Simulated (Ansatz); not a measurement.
SiGe:
```yaml
crystal:
  lattice:
    - [3.92805, 0.00000, 0.00000]
    - [0.00000, 3.92567, 0.00000]
    - [0.00000, 0.00000, 11.09883]
  atoms:
    - { symbol: Si, position: [0.25000, 0.00000, 0.31923] }
    - { symbol: Si, position: [0.25000, 0.50000, 0.43956] }
    - { symbol: Si, position: [0.75000, 0.50000, 0.56044] }
    - { symbol: Si, position: [0.75000, 0.00000, 0.68077] }
    - { symbol: Ge, position: [0.25000, 0.00000, 0.80539] }
    - { symbol: Ge, position: [0.25000, 0.50000, 0.93537] }
    - { symbol: Ge, position: [0.75000, 0.50000, 0.06463] }
    - { symbol: Ge, position: [0.75000, 0.00000, 0.19461] }
```

Relaxed with r²SCAN.

Problem. Give the Bader charges and basin volumes of the independent atoms, r²SCAN (plane waves, PAW; program Ansatz).

Solution. 

```json
[
 {"atom": "Si1", "Bader charge (e)": "+0.17", "Bader volume (Å³)": "20.0"},
 {"atom": "Si2", "Bader charge (e)": "+0.01", "Bader volume (Å³)": "20.6"},
 {"atom": "Ge5", "Bader charge (e)": "-0.18", "Bader volume (Å³)": "22.8"},
 {"atom": "Ge6", "Bader charge (e)": "0.00", "Bader volume (Å³)": "22.1"}
]
```

Space group Pmma. The start of the workflow was typed in or built on a structure type; neither database checked (COD, Materials Project) lists it. Whether it is the stable phase at ambient conditions was not checked. Symmetry was held in the r²SCAN relaxation; its stability against distortions is not shown here.

Potentials: the later of the program's two PAW sets.
